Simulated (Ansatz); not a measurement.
LuCu₃S₃: ⁶⁵Cu NMR of the central transition

Cell: a Materials Project structure (computed, not necessarily an observed phase), taken as it stands.

Space group R-3:H (No. 148); a = 6.6025, c = 18.7666 Å, γ = 120.00°.

| site | Wyckoff | site symmetry | x | y | z |
| --- | --- | --- | --- | --- | --- |
| Lu | 6c | 3. | 0.0000 | 0.0000 | 0.8336 |
| Cu | 18f | 1 | 0.3388 | 0.3387 | 0.6237 |
| S | 18f | 1 | 0.3340 | 0.3352 | 0.4182 |

One atom of each set is listed; the run and its k-mesh use a cell of 14 atoms with edges of 7.33, 7.33, 7.33 Å.

Method: Kohn–Sham DFT in Ansatz, PBE, plane waves and PAW, scalar-relativistic, 420 eV cutoff, Γ-centred 5×5×5 k-points, Fermi–Dirac smearing 0.02 eV.

⁶⁵Cu has I = 3/2 and Q = -204.0 mb (Pyykkö 2018); at 14.1 T its Larmor frequency is ν₀ = 170.7 MHz. Only the quadrupole interaction is simulated: positions count from each site's isotropic chemical shift, and J coupling is left out, as are shift anisotropy and dipolar coupling, which fast spinning averages.

**Question.** Simulate the second-order pattern (fast magic-angle spinning, Gaussian broadening 0.7 kHz) of site Cu (4 S at 2.30–2.40 Å).

**Answer.** The calculation gives C_Q = -5.60 MHz and η = 0.50, so ν_Q = 2.80 MHz and the centre of gravity lies at -29.2 ppm (-4.98 kHz).

```tsv
offset (kHz)	height
-12.57	0
-12.16	2
-11.74	7
-11.33	9
-10.91	10
-10.50	10
-10.08	11
-9.67	16
-9.25	26
-8.84	33
-8.42	36
-8.01	39
-7.59	44
-7.18	56
-6.76	84
-6.35	100
-5.93	86
-5.52	77
-5.10	75
-4.69	77
-4.27	84
-3.86	97
-3.44	93
-3.03	76
-2.61	65
-2.20	59
-1.78	54
-1.37	50
-0.95	45
-0.54	29
-0.12	8
0.29	1
```
